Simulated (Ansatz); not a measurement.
# Band table of Pd (diamond type)

```xyz
2
Lattice="0.0000 2.8427 2.8427 2.8427 0.0000 2.8427 2.8427 2.8427 0.0000" Properties=species:S:1:pos:R:3 pbc="T T T"
Pd   -0.7107   -0.7107   -0.7107
Pd    0.7107    0.7107    0.7107
```

The cell comes from a relaxation on PAW files under the same functional, begun from a prototype that needn't be the stable phase.

All numbers are PBEsol results (scalar-relativistic) from Ansatz 0.2.0, with a Γ-centred 12×12×12 k mesh, Fermi–Dirac smearing of 0.05 eV, no spin polarisation. Methods: LAPW: all electrons, basis error target 1 meV/atom.

Path points, in fractions of the reciprocal vectors: Γ (0.000, 0.000, 0.000), X (0.500, 0.000, 0.500), U (0.625, 0.250, 0.625), K (0.375, 0.375, 0.750), L (0.500, 0.500, 0.500), W (0.500, 0.250, 0.750). The distance column jumps between branches of the path. Levels in eV from the Fermi level; bands 25 to 38, counted from the lowest band of the run. The gap is zero, the pressure 0.00 GPa.

```
# k(1/Å) point b25 b26 b27 b28 b29 b30 b31 b32 b33 b34 b35 b36 b37 b38
0.000 Γ -4.87 -3.61 -3.61 -3.46 -3.46 -3.46 -1.43 -1.43 -1.43 -0.16 -0.16 12.00 12.00 12.00
0.158 - -4.77 -3.77 -3.57 -3.46 -3.46 -3.28 -1.57 -1.40 -1.40 -0.20 -0.11 10.65 10.65 11.18
0.316 - -4.46 -3.95 -3.47 -3.47 -3.46 -3.03 -1.92 -1.28 -1.28 -0.34 -0.03 9.20 9.20 10.22
0.474 - -4.08 -3.97 -3.49 -3.49 -3.26 -2.76 -2.36 -1.08 -1.08 -0.56 0.06 7.86 7.86 8.75
0.632 - -4.16 -3.51 -3.51 -3.35 -3.01 -2.82 -2.51 -0.85 -0.81 -0.81 0.16 6.68 6.68 6.86
0.789 - -4.16 -3.54 -3.54 -3.26 -2.70 -2.69 -2.27 -1.19 -0.51 -0.51 0.39 5.02 5.72 5.72
0.947 - -4.08 -3.62 -3.56 -3.56 -2.34 -2.23 -2.10 -1.57 -0.26 -0.26 0.95 3.35 5.06 5.06
1.105 X -3.90 -3.90 -3.57 -3.57 -2.05 -2.05 -1.96 -1.96 -0.15 -0.15 1.96 1.96 4.82 4.82
1.161 - -3.92 -3.89 -3.57 -3.54 -2.06 -2.05 -1.96 -1.96 -0.15 -0.14 1.96 1.97 4.73 4.85
1.217 - -3.97 -3.88 -3.58 -3.46 -2.10 -2.04 -1.98 -1.96 -0.14 -0.11 1.96 2.00 4.48 4.92
1.273 - -4.03 -3.86 -3.59 -3.36 -2.15 -2.02 -2.01 -1.96 -0.13 -0.06 1.97 2.04 4.12 5.03
1.328 - -4.08 -3.83 -3.61 -3.26 -2.23 -2.05 -2.00 -1.96 -0.12 -0.01 2.00 2.09 3.71 5.19
1.384 - -4.12 -3.80 -3.63 -3.16 -2.31 -2.09 -1.97 -1.97 -0.10 0.05 2.04 2.12 3.30 5.39
1.440 - -4.15 -3.75 -3.66 -3.07 -2.41 -2.14 -1.97 -1.92 -0.08 0.09 2.07 2.11 2.99 5.63
1.496 U -4.17 -3.71 -3.69 -3.00 -2.51 -2.19 -1.97 -1.87 -0.06 0.10 1.83 2.23 2.90 5.90
2.173 K -4.17 -3.71 -3.69 -3.00 -2.51 -2.19 -1.97 -1.87 -0.06 0.10 1.83 2.23 2.90 5.90
2.340 - -4.14 -3.80 -3.55 -2.90 -2.83 -2.36 -1.96 -1.61 -0.01 0.00 0.61 2.85 3.39 6.88
2.508 - -4.02 -3.89 -3.41 -3.13 -2.98 -2.52 -1.91 -1.40 -0.40 -0.32 0.03 3.84 4.30 8.04
2.675 - -3.95 -3.88 -3.42 -3.25 -3.24 -2.68 -1.83 -1.58 -0.68 -0.61 0.03 5.14 5.48 9.30
2.842 - -4.00 -3.95 -3.57 -3.48 -3.23 -2.87 -1.74 -1.71 -1.01 -0.43 0.00 6.68 6.90 10.54
3.010 - -4.43 -3.88 -3.65 -3.48 -3.28 -3.08 -1.66 -1.58 -1.25 -0.27 -0.06 8.40 8.54 11.53
3.177 - -4.75 -3.74 -3.65 -3.46 -3.39 -3.30 -1.51 -1.48 -1.39 -0.18 -0.13 10.25 10.33 11.94
3.345 Γ -4.87 -3.61 -3.61 -3.46 -3.46 -3.46 -1.43 -1.43 -1.43 -0.16 -0.16 12.00 12.00 12.00
3.482 - -4.79 -3.68 -3.68 -3.46 -3.37 -3.37 -1.47 -1.44 -1.44 -0.15 -0.15 10.29 11.41 11.41
3.618 - -4.57 -3.76 -3.76 -3.45 -3.24 -3.24 -1.55 -1.46 -1.46 -0.16 -0.16 8.42 10.71 10.71
3.755 - -4.24 -3.79 -3.79 -3.42 -3.15 -3.15 -1.62 -1.45 -1.45 -0.17 -0.17 6.63 10.07 10.07
3.892 - -3.91 -3.78 -3.78 -3.34 -3.13 -3.13 -1.60 -1.38 -1.38 -0.20 -0.20 4.94 9.52 9.52
4.028 - -3.73 -3.73 -3.68 -3.24 -3.19 -3.19 -1.32 -1.26 -1.26 -0.25 -0.25 3.39 9.09 9.09
4.165 - -3.64 -3.64 -3.56 -3.29 -3.29 -3.22 -1.14 -1.14 -0.71 -0.31 -0.31 2.06 8.83 8.83
4.302 L -3.58 -3.58 -3.51 -3.35 -3.35 -3.24 -1.08 -1.08 -0.35 -0.35 -0.22 1.34 8.74 8.74
4.414 - -3.72 -3.63 -3.45 -3.32 -3.26 -3.19 -1.17 -1.13 -0.32 -0.32 -0.10 1.34 8.30 8.52
4.525 - -3.86 -3.73 -3.41 -3.23 -3.08 -3.06 -1.35 -1.25 -0.26 -0.25 0.21 1.34 7.36 7.89
4.637 - -3.98 -3.84 -3.38 -3.11 -2.98 -2.84 -1.56 -1.41 -0.19 -0.16 0.63 1.35 6.27 7.02
4.748 - -4.06 -3.93 -3.33 -2.95 -2.92 -2.62 -1.76 -1.57 -0.10 -0.05 1.15 1.41 5.21 6.08
4.860 - -4.11 -4.01 -3.26 -2.92 -2.77 -2.42 -1.95 -1.71 -0.01 0.04 1.58 1.73 4.24 5.14
4.972 - -4.12 -4.07 -3.17 -2.98 -2.59 -2.30 -2.08 -1.85 0.06 0.10 1.89 2.31 3.49 4.27
5.083 W -4.11 -4.11 -3.07 -3.07 -2.41 -2.41 -1.99 -1.99 0.10 0.10 2.32 2.32 3.53 3.53
5.162 - -4.10 -4.10 -3.10 -3.10 -2.38 -2.38 -1.99 -1.99 0.09 0.09 2.29 2.29 3.60 3.60
5.241 - -4.08 -4.08 -3.17 -3.17 -2.32 -2.32 -1.99 -1.99 0.06 0.06 2.21 2.21 3.79 3.79
5.320 - -4.05 -4.05 -3.27 -3.27 -2.24 -2.24 -1.99 -1.99 0.01 0.01 2.12 2.12 4.04 4.04
5.399 - -4.01 -4.01 -3.37 -3.37 -2.16 -2.16 -1.98 -1.98 -0.05 -0.05 2.05 2.05 4.32 4.32
5.478 - -3.96 -3.96 -3.46 -3.46 -2.09 -2.09 -1.97 -1.97 -0.10 -0.10 2.00 2.00 4.57 4.57
5.557 - -3.92 -3.92 -3.54 -3.54 -2.06 -2.06 -1.96 -1.96 -0.14 -0.14 1.97 1.97 4.75 4.75
5.636 X -3.90 -3.90 -3.57 -3.57 -2.05 -2.05 -1.96 -1.96 -0.15 -0.15 1.96 1.96 4.82 4.82
```
